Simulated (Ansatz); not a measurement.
LiF:
```
CELL_PARAMETERS angstrom
      0.00000     1.95376     1.95376
      1.95376     0.00000     1.95376
      1.95376     1.95376     0.00000
ATOMIC_POSITIONS crystal
  Li 0.00000 0.00000 0.00000
  F  0.50000 0.50000 0.50000
```

Relaxed with LDA.

Task: Give the optical modes at the zone centre with their infrared and Raman activity from DFPT, plane-wave PAW LDA (Ansatz code).

Result: Transverse frequencies, without the LO–TO term; a row sums one degenerate level.

```
ω (cm⁻¹)  degeneracy  IR ((D/Å)²/amu)  Raman (Å⁴/amu)  activity  symmetry
--------  ----------  ---------------  --------------  --------  --------
339                3            14.73               0        IR       T1u
```

Task: How high does the top mode go among those that the LO–TO term moves?

Result: 668 cm⁻¹ for q along x.

Space group Fm-3m (rock salt). Symmetry was held in the LDA relaxation.

Potentials: the earlier of the program's two PAW sets. The files were generated under PBE; for other functionals the program regenerates the frozen cores, and for LDA and PBEsol the local potential too.
